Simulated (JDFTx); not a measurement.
ScAl3(100) slab cut from bulk ScAl3 (space group Pm-3m, indices of the conventional cell, lattice of the Materials Project entry mp-2121, not re-optimised): 6 atoms in 3 planes, a 1x1 cell of 16.71 Å² (|a| = 4.088, |b| = 4.088 Å), 4.2 Å between the outermost planes, Al outermost, slab composition ScAl5, cell height 20.1 Å, 6×6×1 k mesh, Fermi smearing 0.01 Ha, no spin polarisation. Whether this polymorph is the ambient one wasn't checked. Neither spin polarisation nor a larger cell was tried.

Method: PBE, GBRV ultrasoft potentials, plane waves to 20/100 Ha, in a modified build of JDFTx. Liquid: linear PCM (GLSSA13), water, 1 M KCl; nuclei fixed. Potentials are counted from the potential of zero charge; σ repeats to about 1 %.

| U − U_pzc (V) | σ (μC/cm², per face) |
|---|---|
| -0.52 | -8.10 |
| -0.32 | -5.17 |
| -0.17 | -2.86 |
| 0.28 | 5.28 |
| 0.40 | 8.00 |
| 0.48 | withheld |

Task: Fit σ = C₀x + bx² (x = U − U_pzc) to the other rows by least squares, predict the withheld value, and compare with the run.

Result: The fit gives C₀ (μF/cm²) = 17.9, b (μF/cm²/V) = 4.69, with a root-mean-square miss of 0.08 μC/cm² on its own rows. It predicts 9.7 μC/cm²; the run gives 9.8 μC/cm², a miss of 0.1 μC/cm².
